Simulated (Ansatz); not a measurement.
CdBr$_{2}$:
```
CdBr2
1.0
    1.99823     1.15368     6.36059
   -1.99823     1.15368     6.36059
    0.00000    -2.30736     6.36059
Cd Br
1 2
Direct
  0.00000   0.00000   0.00000
  0.74854   0.74854   0.74854
  0.25146   0.25146   0.25146
```

Relaxed with r²SCAN+D4.

Question: Give the Bader charges and basin volumes of the independent atoms, DFT-r²SCAN+D4 in the program Ansatz with PAW potentials.

Answer: 

```csv
atom,Bader charge (e),Bader volume (Å³)
Cd1,+1.09,16.9
Br2,-0.54,35.2
```

Space group R-3m. The first step of the workflow began from a Materials Project structure, measured or hypothetical; the Crystallography Open Database files this formula in space group No. 166, but the cells were not matched. Its standing as an ambient phase is unchecked. The cell was relaxed with r²SCAN+D4 under the symmetry of its start; whether a distortion lowers the energy is not shown.

Potentials: the later of the program's two PAW sets.
